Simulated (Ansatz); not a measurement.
Ti: rigid cleavage

The calculation used DFT PBEsol, scalar-relativistic, plane waves, PAW in Ansatz. Settings: plane waves to 420 eV, k-mesh 17×17×5 (Γ-centred), Gaussian smearing 0.15 eV. No spin polarisation. Energies are free energies at this smearing, counted from the undisturbed cell; pressure is positive in compression.

The undisturbed cell (as given, not relaxed at this level; it stands at -6.7 GPa; this bcc form isn't the usual structure):

```
CELL_PARAMETERS angstrom
-1.64100 1.64100 -1.64100
-1.64100 -1.64100 1.64100
0.00000 6.56400 6.56400
ATOMIC_POSITIONS crystal
Ti 0.00000 0.00000 0.87500
Ti 0.50000 0.50000 0.12500
Ti 0.00000 0.00000 0.37500
Ti 0.50000 0.50000 0.62500
```

The cut lies on the cell's a–b face, a (0 1 1) plane (indices in the standard cell, whose axes needn't be the Cartesian ones shown) of area 7.62 Å², between layers 2.32 Å apart. Vector c is lengthened by d along the normal with the atoms' Cartesian places fixed: one unrelaxed cut a cell. The cell is metallic on the mesh throughout.

```tsv
d (Å)	energy (J/m²)
-0.30	0.02
-0.15	-0.05
0.00	0.00
0.25	0.25
0.50	0.60
0.75	1.03
1.00	1.50
1.50	2.35
2.00	3.01
3.00	3.76
4.50	4.10
6.00	4.14
```

(1) Predict the traction dE/dd (GPa) at each point.

Answers

(1)
| d (Å) | traction dE/dd (GPa) |
| --- | --- |
| -0.30 | -9.9 |
| -0.15 | -0.2 |
| 0.00 | 6.7 |
| 0.25 | 11.9 |
| 0.50 | 16.2 |
| 0.75 | 18.3 |
| 1.00 | 18.5 |
| 1.50 | 15.4 |
| 2.00 | 11.0 |
| 3.00 | 4.6 |
| 4.50 | 0.8 |
| 6.00 | 0.1 |

Cost: 12 runs of about 6.3 core-minutes in all, on Arm Neoverse V1 (shared hosts).